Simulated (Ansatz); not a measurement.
A geometry of VSi₂ away from equilibrium: step 3 of the relaxation of a relaxed VSi2 cell displaced along its unstable phonon at q = (½, 0, 0) of its primitive reciprocal cell (152i cm⁻¹), largest move 0.15 Å. All values below come from PBEsol (plane waves to 420 eV, PAW, scalar-relativistic; Ansatz, an electronic-structure program). Γ-centred k-mesh 5×10×10 on the run's cell (coarser than for final values), Fermi–Dirac smearing 0.05 eV. The plane waves were selected for a different cell earlier on the path.

```
CELL_PARAMETERS angstrom
      0.25556     5.52689     5.52689
      2.89122     0.00000     2.89122
      2.89122     2.89122     0.00000
ATOMIC_POSITIONS crystal
  V  0.03974 0.97351 0.97351
  V  0.46026 0.02649 0.02649
  Si 0.07141 0.28573 0.28573
  Si 0.64563 0.23624 0.23624
  Si 0.42859 0.71427 0.71427
  Si 0.85437 0.76376 0.76376
```

What forces act on the atoms (eV/Å)?


```
atom     Fx     Fy     Fz
----  -----  -----  -----
V1    -0.59   0.59   0.59
V2     0.59  -0.59  -0.59
Si3    0.45  -0.45  -0.45
Si4   -0.06   0.06   0.06
Si5   -0.45   0.45   0.45
Si6    0.06  -0.06  -0.06
```

The path ends in R-3m (No. 166). No spin polarisation in the result. A magnetic state may lie lower.

The run could not lose the symmetry of its start: the end is stationary, and may be a saddle point rather than a minimum.

The end of the path is a generated cell of VSi2: the first start was made by placing the elements on the sites of a structure type, and the end was not matched to a known phase here, so it may be hypothetical.
